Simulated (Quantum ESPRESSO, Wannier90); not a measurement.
AgCl (rock salt), plane waves to Wannier functions

```
CELL_PARAMETERS angstrom
      0.00000     2.77266     2.77266
      2.77266     0.00000     2.77266
      2.77266     2.77266     0.00000
ATOMIC_POSITIONS crystal
  Ag 0.00000 0.00000 0.00000
  Cl 0.50000 0.50000 0.50000
```

Cell from Materials Project (mp-22922), symmetrised, no further relaxation. COD (Crystallography Open Database) has an entry of this formula and space group (matched by these alone). Computed values, not measurements, from PBEsol: Quantum ESPRESSO (norm-conserving PseudoDojo potentials, cutoff 66 Ry, no spin polarisation, no spin-orbit coupling) on a Γ-centred 8×8×8 mesh, then Wannier90. Density: 10×10×10 mesh, Gaussian smearing 0.01 Ry.

Functional, cutoff and mesh named above are those of the base row (PBEsol); the first column says what each row takes instead. Model: 9 functions from bands 5-13, start SCDM (isolated) (the valence bands). Energies are relative to the valence-band maximum; the misfit is to pw.x on a path, for all bands of the set. The functional changes, each with its own PseudoDojo files and their cutoffs, on the same cell. Ω_total can sit in another minimum from row to row; Ω_I of an isolated set cannot.

```
functional  Ω_I (Å²)  Ω_total (Å²)  rms misfit (meV)  gap (eV)  bottom of band 5 (eV)
----------  --------  ------------  ----------------  --------  ---------------------
LDA             7.88          8.90               0.8      0.62                 -15.07
PBE             7.65          8.64               0.6      0.91                 -15.15
PBEsol          7.79          8.80               0.7      0.74                 -15.14
```
